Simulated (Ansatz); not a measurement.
An Ansatz (a program for electronic structure) input:

Ansatz 0.2 input:
```yaml
crystal:
  lattice:
    - [3.132772588, 0.0, 0.0]
    - [-1.566386294, 2.7130606455, 0.0]
    - [0.0, 0.0, 12.6410907948]
  atoms:
    - { symbol: Ge, position: [0.6666666667, 0.3333333333, 0.25] }
    - { symbol: Ge, position: [0.3333333333, 0.6666666667, 0.75] }
    - { symbol: Mo, position: [0.6666666667, 0.3333333333, 0.9109447712] }
    - { symbol: Mo, position: [0.3333333333, 0.6666666667, 0.0890552288] }
    - { symbol: Mo, position: [0.3333333333, 0.6666666667, 0.4109447712] }
    - { symbol: Mo, position: [0.6666666667, 0.3333333333, 0.5890552288] }
    - { symbol: C, position: [0.0, 0.0, 0.0] }
    - { symbol: C, position: [0.0, 0.0, 0.5] }
kpoints:
  mp_grid: { grid: [11, 11, 3] }
  band_path:
    path:
      - [[0.0, 0.0, 0.0], [0.5, 0.0, 0.0], [0.3333333333, 0.3333333333, 0.0], [0.0, 0.0, 0.0], [0.0, 0.0, 0.5], [0.5, 0.0, 0.5], [0.3333333333, 0.3333333333, 0.5], [0.0, 0.0, 0.5]]  # Γ-M-K-Γ-A-L-H-A
      - [[0.5, 0.0, 0.5], [0.5, 0.0, 0.0]]  # L-M
      - [[0.3333333333, 0.3333333333, 0.5], [0.3333333333, 0.3333333333, 0.0]]  # H-K
    npoints: 8
basis: { xc_grid: 2 }
hamiltonian:
  xc: pbe
  pseudopotentials: { azcp: { folder: ./paw }, kind: paw_fr }
magnetization: { noncollinear: true, spin_orbit: true }
scf:
  n_extra_bands: 16
  convergence: { dr2_threshold: 0.0000000001 }
  occupations: { method: gaussian, width: 0.05 }
output: { eigenvalues: true }
```

How many symmetry operations and irreducible k-points will the run report?

24 operations, 32 of 363 k-points.

With a cutoff of 420 eV, how many plane waves at Γ?

2059.

It took very roughly 4 core-minutes on shared server cores.

Space group P6_3/mmc. The start of the workflow was typed in or built on a structure type; neither database checked (COD, Materials Project) lists it. Its standing as an ambient phase is unchecked. The PBE relaxation kept the symmetry of its start; whether a distortion lowers the energy is not shown. The run is not spin-polarised.

Potentials: the earlier of the program's two PAW sets.

Ansatz is a plane-wave DFT program.
